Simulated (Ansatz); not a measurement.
Values for one crystal, relaxed and computed with LDA in the plane-wave PAW code Ansatz; other levels are named.

- Volume per atom: 15.73 Å³
- Electronic character: metallic (no gap)
- Pressure derivative B′: 4.2
- Density of states at the Fermi level: 0.98 states/eV per atom (mean over ±0.08 eV)
- Bulk modulus (Birch–Murnaghan fit): 304 GPa
- Zone-centre stability: no imaginary mode at Γ
- Highest zone-centre frequency: 217 cm⁻¹

Q: Which of these materials gives this?
A. Mg, hcp (Mg type)
B. Zr, hcp (Mg type)
C. Ru, hcp (Mg type)
D. W, hcp (Mg type)

A: D, W, hcp (Mg type)

Space group P6_3/mmc (hcp (Mg type)). The workflow started from a Materials Project entry (that database holds measured and hypothetical structures alike); the Crystallography Open Database copy checked does not list it. It is not the phase usual at ambient conditions (space group No. 229). Symmetry was held in the LDA relaxation. No spin polarisation was allowed. As this level gives no gap, phonon frequencies hold no LO–TO term and depend on the k-mesh and smearing (Fermi–Dirac, 0.1 eV here). On the denser mesh and wider smearing of the elastic run this cell carries a stress of 0.4 GPa. Scalar-relativistic: spin–orbit coupling is off unless named, which matters more the heavier the elements.

Potentials: the earlier of the program's two PAW sets.
